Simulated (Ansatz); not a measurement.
# YbFeAs: input and output

Input file of Ansatz 0.2.0:

```yaml
crystal:
  lattice:
    - [4.106811, 0.0, 0.0]
    - [0.0, 4.106811, 0.0]
    - [0.0, 0.0, 6.883306]
  atoms:
    - { symbol: As, position: [0.25, 0.25, 0.23626] }
    - { symbol: As, position: [0.75, 0.75, 0.76374] }
    - { symbol: Fe, position: [0.75, 0.25, 0.0] }
    - { symbol: Fe, position: [0.25, 0.75, 0.0] }
    - { symbol: Yb, position: [0.25, 0.25, 0.655] }
    - { symbol: Yb, position: [0.75, 0.75, 0.345] }
kpoints:
  mp_grid: { grid: [6, 6, 4], shift: [0, 0, 0] }
  band_path:
    path:
      - [0.0, 0.0, 0.0]
      - [0.0, 0.5, 0.0]
      - [0.5, 0.5, 0.0]
      - [0.0, 0.0, 0.0]
      - [0.0, 0.0, 0.5]
      - [0.0, 0.5, 0.5]
      - [0.5, 0.5, 0.5]
      - [0.0, 0.0, 0.5]
      - [0.0, 0.5, 0.0]
      - [0.0, 0.5, 0.5]
      - [0.5, 0.5, 0.0]
    npoints: 6
magnetization:
  spin_polarized: false
scf:
  occupations: { method: fermi_dirac }
  lower_state_search: "off"
  max_iter: 200
hamiltonian:
  pseudopotentials: { kind: paw }
  xc: r2scan
basis:
  ecutwfc: 500
  fft_grid_basis: typed
output:
  forces: true
  stress: true
  eigenvalues: true
  bader: true
  populations: true
  elf: true
  write_potential: true
  volumetric_format: npy
  dos:
    e_range: [-12, 8]
    de: 0.05
    projected: { site_lists: { As: [As], Fe: [Fe], Yb: [Yb] } }
checkpoint:
  read: saved_state
```

The saved state is an earlier solution for the same cell, perhaps on another mesh. 

Parts of the output:

```
Yb: projections on atomic orbitals take those of the free atom [Kr 4d10] 4f14 5s2 5p6 5d0 6s2, of charge +0.00 (hamiltonian.pseudopotentials.projection_atoms); the dataset's partial waves leave at most 1.5e-4 of an orbital's norm unspanned inside its sphere
Pseudopotentials: kind: paw
Pseudopotential: As, paw, valence charge 15, recommended cutoff 500 eV (meta_gga), As.paw.azcp
Pseudopotential: Fe, paw, valence charge 16, recommended cutoff 500 eV (meta_gga), Fe.paw.azcp
Pseudopotential: Yb, paw, valence charge 24, recommended cutoff 500 eV (meta_gga), Yb.paw.azcp
Functional definition: r2SCAN
  exchange = r2scan_x(k0 = k0, k1 = k1, a1 = a1)
  correlation = r2scan_c
Crystal: 6 atoms, lattice volume = 116.093 Å³
Basis set: ecut = 500 eV, 2969 PW (Γ), exchange–correlation on 120×120×216 points (64 copies of the dense FFT grid, shifted against one another)
Bands: 66, of which v1, the nominal top of the filled ones, is band 55 counted from 1 (54 counted from 0)
Symmetry: 16 space group operations
Space group: P4/nmm (ITA 129), of the structure as read, at distance tolerance 4.9e-5 Å
k-points: 30 of 144
Initial density: read from a saved state, or passed on in memory by an earlier SCF of this step, an earlier step, the calling program or the single point that the run made first
Functional: x = r2scan, c = r2scan; τ floored in thin density (d = 2e-4 eV/Å³)
Free energy (F): -46314.4471 eV
Harris-Foulkes:  -46314.4471 eV  (|F-HF|=2.87e-8)
Internal energy: -46314.0329 eV  (E = F + TS)
E sigma→0 (E₀):  -46314.2400 eV
Entropy (-TS):   -0.4141 eV (-69.023 meV/atom)
Fermi energy:    14.2517 eV
--- Per-component energies (eV) ---
  E_band       = -798.0218
  E_kinetic    = 1626.6864
  E_local      = -19040.7610  (includes V_loc(G=0)·N_el)
  E_nonlocal   = 178.1010
  E_hartree    = 8646.1228
  E_xc         = -698.3073
  E_vxc        = -965.4687  (∫ρ·V_xc dr)
  E_paw        = -21170.8347  (= ΣΔE_a)
  E_vpaw       = 50.0504  (= ΣTr[D̂ρ^β])
  E_aug_tail   = 0.0005  (compensation charges beyond the density's cutoff)
  E_vtau       = 61.1146  (kinetic-family band-sum trace: ∫τ·v_τ [+ j·A + Jᵃ·Aᵃ] dr)
  E_ewald      = -15853.2452
  E_core_change = -1.7954  (= ΣΔE_core)
  E_smearing   = -0.4141  (= −TS)
--- Stress (GPa, compression-positive) ---
      -12.5823       0.0000       0.0000
        0.0000     -12.5823       0.0000
        0.0000       0.0000     -11.3402
  P = ⅓ Tr σ = -12.1683 GPa (-121.683 kbar)
--- Bader charges: 6 sites ---
  site symbol  charge [e]  shift [e]
     0     As     -1.4045     0.0013
     1     As     -1.4045     0.0013
     2     Fe      0.0701     0.0013
     3     Fe      0.0700     0.0013
     4     Yb      1.3344     0.0000
     5     Yb      1.3344     0.0000
```

Origin: a known structure type with other elements, at an estimated volume, so it need not be a known compound. Caveats: no spin polarisation, so a magnetic state may lie lower; atoms or cell far from equilibrium; f levels without a U or exact exchange are poorly placed.
